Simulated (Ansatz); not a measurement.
**WSe$_{2}$ (P6_3/mmc), an elastic constant from a strain scan**

Computed with Ansatz, DFT PBEsol+D3(BJ), scalar-relativistic, plane waves, PAW. Cutoff 420 eV, Γ-centred 12×12×4 k-points, Gaussian smearing of 0.05 eV. Spin–orbit coupling is left out, which can shift energies with elements as heavy as these. No spin polarisation. Energies are free energies at this smearing, counted from the undisturbed cell; pressure is positive in compression.

The undisturbed cell (relaxed at this level):

```
CELL_PARAMETERS angstrom
3.23046 0.00000 0.00000
-1.61523 2.79766 0.00000
0.00000 0.00000 12.41450
ATOMIC_POSITIONS crystal
W 0.33333 0.66667 0.25000
W 0.66667 0.33333 0.75000
Se 0.33333 0.66667 0.61458
Se 0.66667 0.33333 0.11458
Se 0.33333 0.66667 0.88542
Se 0.66667 0.33333 0.38542
```

The cell is strained by ε times the Voigt pattern (1, 1, 0, 0, 0, 0) (xx, yy, zz, yz, xz, xy; engineering shear) with fractional coordinates fixed. The cell holds 6 atoms in V0 = 112.20 Å³. The stress column is τ = (1/V0) dE/dε, got from the stress tensor σ (compression positive) at each point as −det(1 + εP) σ : P(1 + εP)⁻¹, with P the pattern as a tensor.

| ε | ΔE (meV/atom) | τ (GPa) |
| --- | --- | --- |
| -0.0400 | 70.692 | -31.927 |
| -0.0300 | 38.706 | -22.999 |
| -0.0200 | 16.748 | -14.732 |
| -0.0100 | 4.078 | -7.079 |
| 0.0000 | 0.000 | 0.003 |
| 0.0100 | 3.876 | 6.554 |
| 0.0200 | 15.106 | 12.611 |
| 0.0300 | 33.134 | 18.209 |
| 0.0350 | 44.535 | 20.846 |
| 0.0400 | ? | ? |

Question: Which combination of elastic constants does this scan measure, and how large is it?

Answer: For small ε, τ = τ0 + Kε with K = pᵀCp, which for this pattern is C11 + C22 + 2 C12 in the Cartesian frame shown. The parabola through τ at ε = -0.0100, 0 and 0.0100 has slope K = 682 GPa at zero. The energies per cell, E = NΔE, of the same two points give K = 2[E(ε₊)/ε₊ − E(ε₋)/ε₋]/[(ε₊ − ε₋)V0] = 681 GPa, in agreement. These are clamped-ion values.

Question: Predict the withheld row at ε = 0.0400 from the harmonic law, and compare.

Answer: ΔE = V0(τ0 ε + Kε²/2)/N = 63.657 meV/atom and τ = 27.27 GPa. The calculation gives 57.445 meV/atom and 23.38 GPa: the energy lies 10 % below the harmonic value, as bonds soften when stretched.

Forces appear on the atoms along this scan, and letting them relax would lower the energy and soften the response.

Cost: 10 runs of about 2 core-minutes in all, on Intel Xeon Platinum 8488C (Sapphire Rapids) (shared hosts).